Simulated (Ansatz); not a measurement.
Values for one crystal, relaxed and computed with r²SCAN (plane waves, PAW; program Ansatz); other levels are named.

| Quantity | Value |
|---|---|
| Volume per atom | 14.72 Å³ |
| Electronic character | metallic (no gap) |
| Bulk modulus (Birch–Murnaghan fit) | 333 GPa |
| Elastic constants (relaxed ions, GPa) | C11 = -126, C12 = 563, C44 = 180 |
| Mechanical stability | unstable (C has a negative eigenvalue) |
| Density of states at the Fermi level | 3.2 states/eV per atom (mean over ±0.08 eV) |
| Pressure derivative B′ | 5.0 |

Which of these materials gives this?
(A) Hf, bcc (W type)
(B) Cr, bcc (W type)
(C) Ir, bcc (W type)
(D) Ga, bcc (W type)

C, Ir, bcc (W type)

Space group Im-3m (bcc (W type)). The start of the workflow was typed in or built on a structure type; neither database checked (COD, Materials Project) lists it. It is not the phase usual at ambient conditions (space group No. 225). The cell was relaxed with r²SCAN under the symmetry of its start. No spin polarisation was allowed. As this level gives no gap, shear constants depend on the k-mesh and smearing (Fermi–Dirac, 0.1 eV here). Spin–orbit coupling is left out wherever it is not named.

Potentials: the later of the program's two PAW sets.
